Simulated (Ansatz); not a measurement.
A scan (energy against volume; even scaling of the relaxed cell, symmetry kept) gave these values. Level of theory: PBEsol (plane waves to 420 eV, PAW, scalar-relativistic; Ansatz, a program for electronic structure).

* **Bulk modulus at fixed cell shape B₀ (third-order Birch-Murnaghan fit)**: 118 GPa
* **Pressure derivative B₀′ (fit)**: 5.7
* **Equilibrium volume of the fit**: 16.66 Å³/atom

Problem. Of these crystals, all scanned alike, which one is it?
A) Ag (space group P6_3/mmc)
B) NbSi₂ (CrSi2 type, space group P6_222)
C) MgTe (wurtzite)
D) WC (WC type, space group P-6m2)

Solution. A, Ag (space group P6_3/mmc). The others have, for the bulk modulus at fixed cell shape: NbSi2 188 GPa, WC 410 GPa, MgTe 36.1 GPa

All were relaxed with their symmetry unable to fall. NbSi2 is run without spin polarisation. Spin-orbit coupling is left out. This is one of several known forms of Ag; the measured ambient cells at hand have space group No. 225. WC is run without spin polarisation. With the shape held, the modulus is that of even scaling; a crystal free to change shape is softer.

(A scan under strain: stresses follow from slopes of the energy per volume, elastic moduli from its curvatures.)
